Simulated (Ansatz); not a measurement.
FeBiO3 in space group R-3 (No. 148; Bi on 6c, Fe on 3a, Fe on 3b, O on 18f), PBEsol (plane waves, PAW; program Ansatz), all energies at zero smearing, with the estimated change up to a 700 eV cutoff added, with one set of potentials and settings (totals compare only within such a set). Cell of 10 atoms (2 Bi, 2 Fe, 6 O): -36748.655 eV.

```
element                             reference phase  E (eV/atom)
-------  ------------------------------------------  -----------
Bi                        R-3m, 2 atoms in the cell  -12244.4675
Fe       Im-3m, 1 atoms in the cell, spin-polarised   -4448.8575
O         C2/m, 4 atoms in the cell, spin-polarised    -558.3609
```

Formation energy per atom, worked out: (-36748.655 − 2×(-12244.4675) − 2×(-4448.8575) − 6×(-558.3609))/10 = -1.184 eV/atom (-114 kJ per mol of atoms), at 0 K, without zero-point energy or fitted corrections.

The start of the workflow was typed in or built on a structure type; neither database checked (COD, Materials Project) lists it. It is not the phase usual at ambient conditions (space group No. 161). Symmetry was held in the PBEsol relaxation, as lowered by the spin order; its stability against distortions is not shown here. Magnetic state: antiferromagnetic, chosen from 5 collinear starts compared on coarse meshes (ties went to the first, and starts can fall back to one state), not a proven ground state. No Hubbard U is applied. The references are the lowest solids computed at this level, not always the standard phases (solids in place of the gases). Spin–orbit coupling is left out wherever it is not named.

Potentials: the earlier of the program's two PAW sets. The files were generated under PBE; for other functionals the program regenerates the frozen cores, and for LDA and PBEsol the local potential too.
